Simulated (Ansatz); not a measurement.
Starting cell, TaN (rock salt):

```yaml
crystal:
  lattice:
    - [0.00000, 2.20805, 2.20805]
    - [2.20805, 0.00000, 2.20805]
    - [2.20805, 2.20805, 0.00000]
  atoms:
    - { symbol: N, position: [0.00000, 0.00000, 0.00000] }
    - { symbol: Ta, position: [0.50000, 0.50000, 0.50000] }
```

In this cell atom 2 (Ta, nearest neighbour N at 2.208 Å; its periodic images, 3.1 Å or more away, move with it) is moved by s along Cartesian x, unit vector (1.000, 0.000, 0.000); all other atoms and the cell stay fixed.

The numbers are results of PBE (plane waves to 420 eV, PAW, scalar-relativistic; Ansatz, a quantum-chemistry and plane-wave program), not measurements. k mesh 15×15×15 (Γ-centred), Fermi-Dirac smearing 0.05 eV. E stands for the smeared free energy. Left out: 2 of 11 points, with atoms too close for the PAW data. With partly filled bands, energies and forces of such displacements shift with the k mesh and the smearing. Spin-orbit coupling is left out, though Ta is heavy. TaN is run without spin polarisation. TaN was relaxed with its symmetry unable to fall. The PAW data are Ansatz's earlier set. This is a high-temperature form of TaN. ΔE is measured from the undisplaced structure. The last digit holds for this mesh only.

```tsv
s (Å)	ΔE (meV/cell)
-0.352	655.6
-0.264	318.1
-0.176	128.8
-0.088	withheld
0.000	0.0
0.088	withheld
0.176	128.8
0.264	318.1
0.352	655.6
```

Q: Fit an even polynomial form (powers 2, 4, 6) to the given rows and predict ΔE at s = 0.088.

A: Least squares on the 7 given rows: ΔE = (3901)·s² + (7317)·s⁴ + (31490)·s⁶, in meV/cell with s in Å; root-mean-square residual 0.01 meV/cell. At 0.088 the fit gives 30.7 meV/cell; the calculation gives 29.2 meV/cell, so the interpolation is off by 1.5 (+5.1 %). The quadratic term alone would give 30.2 meV/cell.

(For displaced atoms, the force is minus the slope of the energy, and its curvature is a force constant, which sets phonon frequencies.)
